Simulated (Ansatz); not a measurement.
Given:

CoPdN2:
```
CELL_PARAMETERS angstrom
      1.38179     0.79777     6.00649
     -1.38179     0.79777     6.00649
      0.00000    -1.59555     6.00649
ATOMIC_POSITIONS crystal
  Co 0.50000 0.50000 0.50000
  Pd 0.00000 0.00000 0.00000
  N  0.89107 0.89107 0.89107
  N  0.10893 0.10893 0.10893
```
The run is spin-polarised, in the one order tried: ferromagnetic.

This is the r²SCAN-relaxed structure.

Problem. All from r²SCAN in the plane-wave PAW code Ansatz, unless another level is named. Estimate the Bader charges.

Solution. Co +1.30, Pd +0.49, N -0.89 e.

Problem. Give the net moment.

Solution. 0.22 μB per atom.

Space group R-3m. The start of the workflow was typed in or built on a structure type; neither database checked (COD, Materials Project) lists it. Whether it is the stable phase at ambient conditions was not checked. Symmetry was held in the r²SCAN relaxation; its stability against distortions is not shown here. Spin order of the final state: ferromagnetic, the only order run, not a proven ground state. Its formation energy is positive at this level, so the cell may be metastable or incomplete. Other orbital occupations within this spin state were not tried. No Hubbard U is applied. For itinerant 3d metals, meta-GGAs of the SCAN family and hybrids are commonly reported to give too large moments.

Potentials: the later of the program's two PAW sets.
